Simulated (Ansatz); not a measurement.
Ansatz 0.2.0, relaxation: MgGe₆I₆

The input file (Ansatz 0.2.0, plane waves):

```yaml
crystal:
  lattice:
    - [6.450607, 0.0, 0.0]
    - [-3.225304, 5.586392, 0.0]
    - [0.0, 0.0, 9.851776]
  atoms:
    - { symbol: Ge, position: [0.3333, 0.6667, 0.0] }
    - { symbol: Ge, position: [0.6666, 0.3333, 0.0] }
    - { symbol: I, position: [0.0, 0.5, 0.24961] }
    - { symbol: I, position: [0.5, 0.0, 0.24961] }
    - { symbol: I, position: [0.5, 0.5, 0.24961] }
    - { symbol: I, position: [0.5, 0.0, 0.75039] }
    - { symbol: I, position: [0.0, 0.5, 0.75039] }
    - { symbol: I, position: [0.5, 0.5, 0.75039] }
    - { symbol: Ge, position: [0.0, 0.0, 0.33851] }
    - { symbol: Ge, position: [0.0, 0.0, 0.66149] }
    - { symbol: Mg, position: [0.0, 0.0, 0.0] }
    - { symbol: Ge, position: [0.3333, 0.6667, 0.5] }
    - { symbol: Ge, position: [0.6666, 0.3333, 0.5] }
  symmetry: { tolerance: 0.0003 }
kpoints:
  mp_grid: { grid: [6, 6, 4], shift: [0, 0, 0] }
magnetization:
  spin_polarized: false
scf:
  occupations: { method: fermi_dirac, width: 0.0577 }
  lower_state_search: "off"
hamiltonian:
  pseudopotentials: { kind: paw }
  xc: pbe
basis:
  ecutwfc: 420
  fft_grid_basis: typed
relax:
  max_steps: 40
output:
  forces: true
  stress: true
  eigenvalues: true
  bader: false
  populations: true
  elf: true
  write_potential: true
  volumetric_format: npy
  dos:
    e_range: [-12, 8]
    de: 0.05
    projected: { site_lists: { Ge: [Ge], I: [I], Mg: [Mg] } }
  write_density: true
checkpoint:
  read: saved_state
```

The command:

```bash
ansatz run input.yaml --threads 2 --pin off --max-ram 3584MiB --backend cpu --events-out ev --progress --plain --runs-dir out
```

Origin of the cell: a known structure type with other elements, at an estimated volume, so it need not be a known compound.

The saved state is a converged single point of the same cell.

Steps:

| step | ΔF (meV/atom) | max force component (eV/Å) | SCF iterations | step was |
| --- | --- | --- | --- | --- |
| 1 | 0.0 | 0.224 | 9 | accepted |
| 2 | -8.2 | 0.279 | 7 | accepted |
| 3 | -17.9 | 0.136 | 7 | accepted |
| 4 | -18.8 | 0.057 | 6 | accepted |
| 5 | -19.4 | 0.004 | 8 | accepted |
| 6 | -19.4 | 0.004 | 3 | accepted |

Before:

Space group P6/mmm (No. 191); the run's cell has a = 6.451 Å, b = 6.451 Å, c = 9.852 Å, α = 90.00°, β = 90.00°, γ = 120.00°. Shortest distances: Ge–I 3.08 Å, Ge–Ge 3.18 Å, I–I 3.23 Å, Ge–Mg 3.33 Å.

After:

Space group P6/mmm (No. 191); the run's cell has a = 6.451 Å, b = 6.451 Å, c = 9.852 Å, α = 90.00°, β = 90.00°, γ = 120.00°. Shortest distances: Ge–Ge 2.57 Å, Ge–I 3.02 Å, I–I 3.23 Å.

```
CELL_PARAMETERS angstrom
6.45061 0.00000 0.00000
-3.22530 5.58639 0.00000
0.00000 0.00000 9.85178
ATOMIC_POSITIONS crystal
Ge 0.33333 0.66667 0.00000
Ge 0.66667 0.33333 0.00000
I 0.00000 0.50000 0.25892
I 0.50000 0.00000 0.25892
I 0.50000 0.50000 0.25892
I 0.50000 0.00000 0.74108
I 0.00000 0.50000 0.74108
I 0.50000 0.50000 0.74108
Ge 0.00000 0.00000 0.36971
Ge 0.00000 0.00000 0.63029
Mg 0.00000 0.00000 0.00000
Ge 0.33333 0.66667 0.50000
Ge 0.66667 0.33333 0.50000
```

```
Free energy lowered by  : 19.4 meV/atom
Final pressure          : 6.21 GPa
Relaxation steps listed : 6
```

Caveats: no spin-orbit coupling, though heavy elements are present; the SCF threshold is looser than advised for a stress; the relaxation held the start's symmetry, so the end may be a saddle point.

It ran for 6.1 min on 2 threads of Arm Neoverse N1, on a shared host, peak memory 1.3 GiB, from a saved density.
